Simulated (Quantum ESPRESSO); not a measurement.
Si6AsAl, a curve over one atom's position

A calculation, not a measurement. The program is pw.x of Quantum ESPRESSO 7.5 (plane-wave density functional theory). The cell is made up: 8 atoms on a zincblende/diamond lattice, with randomly drawn elements, strain and displacements, not relaxed. PseudoDojo standard norm-conserving files (v0.5 for PBE, v0.4.1 for LDA and PBEsol) set the functional; there is no spin polarisation, spin-orbit coupling or dispersion term, and the masses in the input are unused placeholders.

Seven runs move atom 4 (Si, counted in the order of the input) along z and keep all else fixed.

Input of the run at +0.0019:

```
&control calculation='scf', pseudo_dir='./dojo.nc.sr.pbe.v0_5.standard.upf', outdir='./o', disk_io='medium', tprnfor=.true., tstress=.true. /
&system ibrav=0, nat=8, ntyp=3, nbnd=31, ecutwfc=84.00895049, nosym=.true., tot_charge=0,
 occupations='smearing', smearing='fd', degauss=0.0073498644
/
&electrons conv_thr=7.350e-09, electron_maxstep=60, /
ATOMIC_SPECIES
Al 1.0 Al.upf
As 1.0 As.upf
Si 1.0 Si.upf
CELL_PARAMETERS angstrom
5.3896 -0.0722 -0.0642
-0.0722 5.3505 0.0186
-0.0642 0.0186 5.4194
ATOMIC_POSITIONS angstrom
Si 0.0821 0.0675 -0.0537
Si -0.0176 2.7083 2.804
As 2.664 -0.1303 2.6168
Si 2.6765 2.6742 0.0092
Si 1.368 1.3824 1.405
Si 1.2173 4.0937 4.0917
Al 3.9651 1.3058 4.0037
Si 3.9684 4.0247 1.4053
K_POINTS automatic
6 6 6 1 1 1
```

```
shift of atom 4 along z (Å)  free energy less that of the input shown (eV)  Fx on atom 4 (eV/Å)  Fy on atom 4 (eV/Å)  Fz on atom 4 (eV/Å)  pressure (GPa)  iterations
                    -0.0760                                         0.0257               -0.003                0.380                0.839            9.27          10
                    -0.0367                                         0.0028                0.043                0.352                0.327            9.28          10
                    -0.0226                                        -0.0005                0.059                0.343                0.140            9.29          10
                    +0.0019                                         0.0000                0.087                0.327               -0.186            9.32          10
                    +0.0215                                         0.0062                0.109                0.314               -0.448            9.36          10
                    +0.0373                                         0.0150                0.127                0.304               -0.661            9.39          10
                    +0.0917                                         0.0709                0.189                0.273               -1.396            9.55          10
```

A cubic fit gives dFz/dz = -13.35 eV/Å² at zero shift. Across the table the free energy follows the integral of the force to within 0.1 meV. A rerun of one of the cells at 1437 eV and a 8 x 8 x 8 mesh moved values by no more than 0.002 eV in energy, 0.02 GPa in stress and 0.003 eV/Å in force.